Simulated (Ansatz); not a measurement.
Given:

SiO$_{2}$:
```cif
data_O6Si3
_chemical_formula_sum 'Si3 O6'
_space_group_name_H-M_alt 'P 1'
_space_group_IT_number 1
_cell_length_a 4.94920
_cell_length_b 4.94920
_cell_length_c 5.44188
_cell_angle_alpha 90.000
_cell_angle_beta 90.000
_cell_angle_gamma 120.000
loop_
_space_group_symop_operation_xyz
  'x, y, z'
loop_
_atom_site_label
_atom_site_type_symbol
_atom_site_fract_x
_atom_site_fract_y
_atom_site_fract_z
_atom_site_occupancy
Si1 Si 0.52964 0.52964 0.00000 1
Si2 Si 0.47036 0.00000 0.33333 1
Si3 Si 0.00000 0.47036 0.66667 1
O1 O 0.26694 0.41251 0.78550 1
O2 O 0.58749 0.85443 0.11884 1
O3 O 0.14557 0.73306 0.45217 1
O4 O 0.41251 0.26694 0.21450 1
O5 O 0.85443 0.58749 0.88116 1
O6 O 0.73306 0.14557 0.54783 1
```

This is the PBEsol-relaxed structure.

All from plane-wave PAW PBEsol (Ansatz code), unless another level is named. Give the smallest direct gap on the standard path.

6.01 eV.

And the formation energy from the elements (no fitted shifts)?

-2.81 eV/atom.

Predict the valence-band maximum.

at K.

And the conduction-band minimum?

at Γ.

Space group P3_121. The cell was relaxed with PBEsol under the symmetry of its start. The references are the lowest solids computed at this level, not always the standard phases (solids in place of the gases).

Potentials: the earlier of the program's two PAW sets. The files were generated under PBE; for other functionals the program regenerates the frozen cores, and for LDA and PBEsol the local potential too.
